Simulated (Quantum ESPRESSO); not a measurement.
BaTiO3 is taken in the trigonal space group R3m, hexagonal axes (No. 160), Pearson symbol hR5. Lattice parameters: a = b = 5.6965 Å, c = 7.0067 Å, α = β = 90.00°, γ = 120.00°. O on 9b has 1 Ti at 1.886 Å and 1 Ti at 2.158 Å and 4 Ba at 2.793–2.922 Å (octahedral). Ti on 3a is surrounded by 3 O at 1.886 Å and 3 O at 2.158 Å (octahedral). Ba on 3a sees 12 O at 2.793–2.922 Å (cuboctahedral). (Neighbours: up to the widest gap in distance over summed covalent radii, below 1.35, at either atom; cation-cation contacts left out.)
(The calculation used a cell of 5 atoms; values per cell refer to that cell.)

The geometry is that of Materials Project entry mp-5020, symmetrised and not relaxed again.

### Question
What does norm-conserving LDA (Quantum ESPRESSO, 84 Ry, no spin-orbit coupling) give for the electronic structure near the Fermi level?

### Answer
The LDA gap is indirect, 2.33 eV, from Z to Γ; the smallest direct gap is 2.72 eV.
